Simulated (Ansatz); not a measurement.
ScSi:
```
CELL_PARAMETERS angstrom
      3.32005     0.00000     0.00000
      0.00000     3.32005     0.00000
      0.00000     0.00000     3.32005
ATOMIC_POSITIONS crystal
  Sc 0.00000 0.00000 0.00000
  Si 0.50000 0.50000 0.50000
```

Relaxed with r²SCAN. Special points in fractions of this cell's reciprocal vectors: Γ (0.000, 0.000, 0.000); X (0.000, 0.500, 0.000); M (0.500, 0.500, 0.000); R (0.500, 0.500, 0.500).

### Question
List the band energies nearest the Fermi level at these points for plane-wave PAW r²SCAN (Ansatz code).

### Answer
In eV from the Fermi level; about four levels below and three above (degenerate sets whole), none deeper than 8.9 eV; points with the same levels are listed once.

```tsv
k	below	above
Γ	-0.98 -0.98	1.74 1.74 1.74
X	-8.73 -5.95 -0.11 -0.11	0.15 2.99 3.74
M	-7.70 -3.54 -3.54 -1.04	1.40 1.40 3.72
R	-4.71 -4.06 -4.06 -4.06	2.84 2.84 2.84
```

Space group Pm-3m (CsCl type). The cell is a constructed one: a structure type filled with these elements; neither database checked (COD, Materials Project) lists it. Whether it is the stable phase at ambient conditions was not checked. Symmetry was held in the r²SCAN relaxation. At this level the phase is mechanically unstable. The run is not spin-polarised.

Potentials: the later of the program's two PAW sets.
